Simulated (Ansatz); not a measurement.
Given:

ZrGe:
```xyz
4
Lattice="-1.7554 1.7554 6.9055 1.7554 -1.7554 6.9055 1.7554 1.7554 -6.9055" Properties=species:S:1:pos:R:3 pbc="T T T"
Zr     0.0000     0.0000     0.1033
Zr     0.0000     1.7554     3.5561
Ge     0.0000     0.0000     5.6421
Ge     1.7554     0.0000     2.1893
```

This is the PBE-relaxed structure.

**Question.** All from PBE (plane waves, PAW; program Ansatz), unless another level is named. Estimate the electronic character.

**Answer.** metallic (no gap).

**Question.** Predict the density of states at the Fermi level.

**Answer.** 0.34 states/eV per atom (mean over ±0.08 eV).

**Question.** Predict the formation energy from the elements (no fitted shifts).

**Answer.** -0.43 eV/atom.

Space group I4_1md. The cell is a constructed one: a structure type filled with these elements; neither database checked (COD, Materials Project) lists it. Its standing as an ambient phase is unchecked. The cell was relaxed with PBE under the symmetry of its start; whether a distortion lowers the energy is not shown. No spin polarisation was allowed. The references are the lowest solids computed at this level, not always the standard phases. Spin–orbit coupling is left out wherever it is not named.

Potentials: the later of the program's two PAW sets.
